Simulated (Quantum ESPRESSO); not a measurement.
InAl2GaP4, input and log of a self-consistent run

Simulated, not a measurement. The program is pw.x of Quantum ESPRESSO 7.5 (plane-wave density functional theory). The cell is made up: 8 atoms on a zincblende/diamond lattice, with randomly drawn elements, strain and displacements, not relaxed. PseudoDojo standard norm-conserving files (v0.5 for PBE, v0.4.1 for LDA and PBEsol) set the functional; there is no spin polarisation, spin-orbit coupling or dispersion term, and the masses in the input are unused placeholders.

Input:

```
&control calculation='scf', pseudo_dir='./dojo.nc.sr.pbe.v0_5.standard.upf', outdir='./o', disk_io='medium', tprnfor=.true., tstress=.true. /
&system ibrav=0, nat=8, ntyp=4, nbnd=32, ecutwfc=79.96652505, nosym=.true., tot_charge=0,
 occupations='smearing', smearing='fd', degauss=0.0018374661
/
&electrons conv_thr=7.350e-09, electron_maxstep=60, /
ATOMIC_SPECIES
Al 1.0 Al.upf
Ga 1.0 Ga.upf
In 1.0 In.upf
P 1.0 P.upf
CELL_PARAMETERS angstrom
5.68 -0.0715 -0.0717
-0.0715 5.6052 0.076
-0.0717 0.076 5.7076
ATOMIC_POSITIONS angstrom
In -0.0229 0.0148 0.0486
Al -0.0234 2.9144 2.8882
Ga 2.9314 0.0043 2.8732
Al 2.8567 2.8179 -0.0105
P 1.4017 1.4457 1.4229
P 1.2928 4.2244 4.3254
P 4.2496 1.4752 4.2812
P 4.2003 4.1623 1.4661
K_POINTS automatic
4 4 4 1 1 1
```

The log is shortened where brackets say so; the opening notice, blank lines, dates and the lines on written files are dropped, and the path of the files is cut. It prints rydbergs, bohrs and kilobars, and counts compression as positive stress.

```
     Program PWSCF v.7.5
     Parallel version (MPI & OpenMP), running on       1 processor cores
     Number of MPI processes:                 1
     Threads/MPI process:                     1
     [start-up lines left out]
     bravais-lattice index     =            0
     lattice parameter (alat)  =      10.7353  a.u.
     unit-cell volume          =    1225.6723 (a.u.)^3
     number of atoms/cell      =            8
     number of atomic types    =            4
     number of electrons       =        52.00
     number of Kohn-Sham states=           32
     kinetic-energy cutoff     =      79.9665  Ry
     charge density cutoff     =     319.8661  Ry
     scf convergence threshold =      7.3E-09
     mixing beta               =       0.7000
     number of iterations used =            8  plain     mixing
     Exchange-correlation= PBE
                           (   1   4   3   4   0   0   0)
     [axes and pseudopotential details left out]
   Cartesian axes
     site n.     atom                  positions (alat units)
         1        In     tau(   1) = (  -0.0040310   0.0026052   0.0085550  )
         2        Al     tau(   2) = (  -0.0041191   0.5130171   0.5084051  )
         3        Ga     tau(   3) = (   0.5160096   0.0007569   0.5057647  )
         4        Al     tau(   4) = (   0.5028602   0.4960303  -0.0018483  )
         5        P      tau(   5) = (   0.2467390   0.2544842   0.2504708  )
         6        P      tau(   6) = (   0.2275695   0.7436142   0.7613931  )
         7        P      tau(   7) = (   0.7480502   0.2596770   0.7536127  )
         8        P      tau(   8) = (   0.7393720   0.7326829   0.2580752  )
     number of k points=    32  Fermi-Dirac smearing, width (Ry)=  0.0018
                       cart. coord. in units 2pi/alat
        k(    1) = (   0.1281835   0.1266374   0.1243393), wk =   0.0625000
        k(    2) = (   0.1312837   0.1233020   0.3732533), wk =   0.0625000
     [further k points left out]
     Dense  grid:   118425 G-vectors     FFT dimensions: (  64,  64,  64)
     Estimated max dynamical RAM per process >     152.74 MB
     Initial potential from superposition of free atoms
     starting charge      51.9880, renormalised to      52.0000
     Starting wfcs are   42 randomized atomic wfcs
     total cpu time spent up to now is       18.6 secs
     per-process dynamical memory:    92.3 Mb
     Self-consistent Calculation
     iteration #  1     ecut=    79.97 Ry     beta= 0.70
     Davidson diagonalization with overlap
     ethr =  1.00E-02,  avg # of iterations =  4.2
     Threshold (ethr) on eigenvalues was too large:
     Diagonalizing with lowered threshold
     Davidson diagonalization with overlap
     ethr =  6.97E-04,  avg # of iterations =  2.0
     total cpu time spent up to now is      100.5 secs
     total energy              =    -350.64837502 Ry
     estimated scf accuracy    <       0.37189599 Ry
     iteration #  2     ecut=    79.97 Ry     beta= 0.70
     Davidson diagonalization with overlap
     ethr =  7.15E-04,  avg # of iterations =  2.2
     total cpu time spent up to now is      149.8 secs
     total energy              =    -350.73707556 Ry
     estimated scf accuracy    <       0.09063446 Ry
     iteration #  3     ecut=    79.97 Ry     beta= 0.70
     Davidson diagonalization with overlap
     ethr =  1.74E-04,  avg # of iterations =  3.2
     total cpu time spent up to now is      199.4 secs
     total energy              =    -350.75370802 Ry
     estimated scf accuracy    <       0.00605072 Ry
     iteration #  4     ecut=    79.97 Ry     beta= 0.70
     Davidson diagonalization with overlap
     c_bands:  1 eigenvalues not converged
     ethr =  1.16E-05,  avg # of iterations = 10.5
     total cpu time spent up to now is      267.1 secs
     total energy              =    -350.75533767 Ry
     estimated scf accuracy    <       0.00216601 Ry
     iteration #  5     ecut=    79.97 Ry     beta= 0.70
     Davidson diagonalization with overlap
     ethr =  4.17E-06,  avg # of iterations =  4.4
     total cpu time spent up to now is      319.0 secs
     total energy              =    -350.75569055 Ry
     estimated scf accuracy    <       0.00011054 Ry
     iteration #  6     ecut=    79.97 Ry     beta= 0.70
     Davidson diagonalization with overlap
     ethr =  2.13E-07,  avg # of iterations =  3.1
     total cpu time spent up to now is      370.6 secs
     total energy              =    -350.75571211 Ry
     estimated scf accuracy    <       0.00001650 Ry
     iteration #  7     ecut=    79.97 Ry     beta= 0.70
     Davidson diagonalization with overlap
     ethr =  3.17E-08,  avg # of iterations =  3.6
     total cpu time spent up to now is      426.3 secs
     total energy              =    -350.75571691 Ry
     estimated scf accuracy    <       0.00000143 Ry
     iteration #  8     ecut=    79.97 Ry     beta= 0.70
     Davidson diagonalization with overlap
     ethr =  2.75E-09,  avg # of iterations =  3.4
     total cpu time spent up to now is      474.1 secs
     total energy              =    -350.75571740 Ry
     estimated scf accuracy    <       0.00000008 Ry
     iteration #  9     ecut=    79.97 Ry     beta= 0.70
     Davidson diagonalization with overlap
     ethr =  1.53E-10,  avg # of iterations =  4.2
     total cpu time spent up to now is      537.1 secs
     total energy              =    -350.75571743 Ry
     estimated scf accuracy    <       0.00000002 Ry
     iteration # 10     ecut=    79.97 Ry     beta= 0.70
     Davidson diagonalization with overlap
     ethr =  3.64E-11,  avg # of iterations =  2.3
     total cpu time spent up to now is      586.6 secs
     End of self-consistent calculation
     [lines on levels left out]
!    total energy              =    -350.75571744 Ry
     estimated scf accuracy    <          1.5E-09 Ry
     smearing contrib. (-TS)   =      -0.00000000 Ry
     internal energy E=F+TS    =    -350.75571744 Ry
     The total energy is F=E-TS. E is the sum of the following terms:
     one-electron contribution =    -161.32968061 Ry
     hartree contribution      =     111.91567546 Ry
     xc contribution           =    -102.64131753 Ry
     ewald contribution        =    -198.70039476 Ry
     convergence has been achieved in  10 iterations
     Forces acting on atoms (cartesian axes, Ry/au):
     atom    1 type  3   force =     0.03215675   -0.00945950   -0.01596371
     atom    2 type  1   force =     0.00409061   -0.03082707   -0.00818931
     atom    3 type  2   force =    -0.03144076    0.00919581   -0.00710702
     atom    4 type  1   force =    -0.01719231   -0.01740488    0.00199977
     atom    5 type  4   force =     0.04454212    0.03197600    0.04354830
     atom    6 type  4   force =     0.04173804    0.00500801   -0.00973097
     atom    7 type  4   force =    -0.03733210    0.03679714   -0.03754647
     atom    8 type  4   force =    -0.03656235   -0.02528552    0.03298941
     Total force =     0.134630     Total SCF correction =     0.000100
     Computing stress (Cartesian axis) and pressure
          total   stress  (Ry/bohr**3)                   (kbar)     P=       -7.85
  -0.00007675   0.00013371   0.00014781          -11.29       19.67       21.74
   0.00013371  -0.00000410  -0.00011335           19.67       -0.60      -16.67
   0.00014781  -0.00011335  -0.00007916           21.74      -16.67      -11.65
     init_run     :     17.50s CPU     18.31s WALL (       1 calls)
     electrons    :    560.21s CPU    568.04s WALL (       1 calls)
     forces       :      8.45s CPU      8.54s WALL (       1 calls)
     stress       :     30.76s CPU     32.04s WALL (       1 calls)
     [timing details left out]
     PWSCF        :  10m17.38s CPU  10m27.73s WALL
     JOB DONE.
```

In other units: free energy -4772.275 eV for the cell, pressure -0.78 GPa, largest force component 1.145 eV/Å. A rerun of a related cell, with the same atoms placed differently, at 1377 eV and a 6 x 6 x 6 mesh moved values by no more than 0.006 eV in energy, 0.02 GPa in stress and 0.002 eV/Å in force.